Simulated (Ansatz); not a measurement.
Spin-resolved density of states of NaVS2 (R-3m)

```yaml
crystal:
  lattice:
    - [1.79930, 1.03883, 6.46105]
    - [-1.79930, 1.03883, 6.46105]
    - [0.00000, -2.07765, 6.46105]
  atoms:
    - { symbol: Na, position: [0.50000, 0.50000, 0.50000] }
    - { symbol: V, position: [0.00000, 0.00000, 0.00000] }
    - { symbol: S, position: [0.26438, 0.26438, 0.26438] }
    - { symbol: S, position: [0.73562, 0.73562, 0.73562] }
```

The source of the geometry is a structure from the Materials Project; atoms and cell stay fixed.

Settings: LDA, 11×11×11 k mesh, Fermi–Dirac smearing of 0.03 eV. LAPW is all-electron LAPW in Ansatz 0.2.0. Site moments are integrated in spheres about the atoms. Start moments (μB): V2 2. DFT+U (Dudarev's form): U = 6.0 eV on V d.

Give the density of states by spin, smoothed by a Gaussian of 0.15 eV.


```
E − E_F (eV)  majority (states/eV/cell)  minority (states/eV/cell)
       -7.00                       0.01                       0.00
       -6.60                       0.45                       0.00
       -6.20                       0.96                       0.00
       -5.80                       0.74                       0.00
       -5.40                       0.95                       0.25
       -5.00                       1.27                       0.98
       -4.60                       1.44                       2.12
       -4.20                       1.56                       1.10
       -3.80                       1.95                       0.75
       -3.40                       2.31                       1.16
       -3.00                       2.40                       2.01
       -2.60                       1.59                       2.95
       -2.20                       1.66                       1.76
       -1.80                       1.33                       1.12
       -1.40                       0.97                       0.64
       -1.00                       0.51                       0.16
       -0.60                       0.02                       0.00
       -0.20                       0.00                       0.00
        0.20                       0.00                       0.00
        0.60                       0.02                       0.00
        1.00                       1.46                       0.00
        1.40                       2.71                       0.00
        1.80                       2.73                       0.13
        2.20                       0.55                       1.23
        2.60                       0.00                       1.84
        3.00                       0.00                       2.17
        3.40                       0.01                       3.34
        3.80                       0.13                       2.66
        4.20                       0.45                       1.26
```
Site moments (μB): Na1 -0.01, V2 2.13, S3 -0.10, S4 -0.10. Cell moment 2.00 μB.

Löwdin populations of d and f shells (filled inner shells left out):

```
shell    up  down
V2 3d  2.84  0.58
```

These are results for the start and cell typed. The real compound can order otherwise, in a larger cell, or not at all, since semilocal functionals without spin fluctuations often overstate magnetism; near a collapse of the moment, mesh and smearing move it by tens of per cent.
